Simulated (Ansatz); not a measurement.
# Course of a relaxation: Li2Sm

The guess for Li2Sm was made by a generator: random cell by space group and Wyckoff sites (R-3m, No. 166). Its size is a rough estimate.

```
CELL_PARAMETERS angstrom
1.93103 1.11488 3.82619
-1.93103 1.11488 3.82619
0.00000 -2.22976 3.82619
ATOMIC_POSITIONS crystal
Li 0.72400 0.72400 0.72400
Li 0.27600 0.27600 0.27600
Sm 0.50000 0.50000 0.50000
```

Computed with DFT PBE, scalar-relativistic, plane waves, PAW, and for the lanthanide a 4f-in-core norm-conserving potential, in Ansatz. Cutoff 690 eV, Gaussian smearing, Γ-centred meshes. Cell and atoms relax first on a coarse mesh and then on a finer one. In between, the cell is made exact in the group found at 0.06 Å. In metals the finer mesh still leaves noise of several meV/atom or more. The steps can't lower the symmetry of their start. No spin polarisation.

Steps on the 6×6×6 mesh (3 atoms, 30 steps). The free energy counts from the last step; some steps are skipped; the plane-wave basis is renewed at times, which shifts energy and pressure.

| step | ΔF (meV/atom) | V (Å³/atom) | P (GPa) | largest force component (eV/Å) |
| --- | --- | --- | --- | --- |
| 1 | 1171.0 | 16.47 | 21.72 | 0.056 |
| 3 | 789.1 | 19.80 | 11.10 | 0.219 |
| 4 | 666.9 | 21.33 | 7.77 | 0.222 |
| 6 | 513.4 | 23.83 | 3.18 | 0.139 |
| 7 | 466.1 | 23.66 | 2.70 | 0.109 |
| 9 | 397.3 | 24.20 | 0.44 | 0.017 |
| 10 | 370.8 | 23.69 | -0.06 | 0.056 |
| 12 | 361.1 | 21.16 | 1.38 | 0.293 |
| 13 | 347.9 | 22.37 | 0.08 | 0.029 |
| 15 | 347.3 | 22.22 | 0.03 | 0.002 |
| 16 | 219.2 | 22.22 | 3.50 | 0.009 |
| 18 | 150.1 | 23.03 | 2.33 | 0.003 |
| 19 | 119.6 | 22.67 | 2.73 | 0.003 |
| 21 | 70.8 | 23.72 | 1.56 | 0.037 |
| 22 | 52.8 | 24.17 | 1.10 | 0.028 |
| 24 | 30.3 | 24.90 | 0.45 | 0.020 |
| 25 | 25.6 | 25.21 | 0.18 | 0.009 |
| 27 | 7.4 | 25.45 | 0.63 | 0.001 |
| 28 | 2.1 | 26.02 | 0.31 | 0.008 |
| 30 | 0.0 | 26.59 | 0.00 | 0.003 |

The relaxed structure, after a last relaxation on the converged mesh:

```cif
data_structure
_symmetry_space_group_name_H-M 'P 1'
_symmetry_Int_Tables_number 1
_cell_length_a 8.2533
_cell_length_b 8.2533
_cell_length_c 8.2533
_cell_angle_alpha 23.557
_cell_angle_beta 23.557
_cell_angle_gamma 23.557
_cell_volume 78.86
loop_
_atom_site_label
_atom_site_type_symbol
_atom_site_fract_x
_atom_site_fract_y
_atom_site_fract_z
_atom_site_occupancy
Li1 Li 0.71810 0.71810 0.71810 1
Li2 Li 0.28190 0.28190 0.28190 1
Sm1 Sm 0.50000 0.50000 0.50000 1
```

The symmetry stays R-3m (No. 166). The volume per atom grows by 59.6 %, from 16.5 to 26.3 Å³. The shortest distance goes from 2.56 Å (Li–Sm) to 3.15 Å (Li–Li). The ratio c/a of the conventional cell changes by a factor of 2.40. The energy falls by about 1.2 eV/atom (the start's value is from the coarse mesh). Li is surrounded by 3 Li at 3.15 Å, 6 Li at 3.37 Å and 3 Sm at 3.39 Å; Sm is surrounded by 6 Sm at 3.37 Å and 6 Li at 3.39 Å.

For Li2Sm, the volume per atom is 26.29 Å³ and the density is 3.46 g/cm³. The formation energy is +0.11 eV/atom and the gap on the 18×18×18 mesh of the 3-atom cell is 0 eV (a metal).

The zero of energy is the elements' standard structures at the same level; no fitted shifts are applied.

The last run used Gaussian smearing of 0.10 eV. A structure relaxed within its symmetry needn't be a true minimum. In all, the 3 runs took 7.2 min on 1 thread of Arm Neoverse V1, with other jobs on the host.

The lanthanide is trivalent by construction, without f bands, f moments or other valences. The reference runs of the other elements, and any phases without the lanthanide, used 420 eV, which shifts energies against them by under 10 meV/atom. The lanthanide's reference is the lowest of its hcp, dhcp and fcc cells.
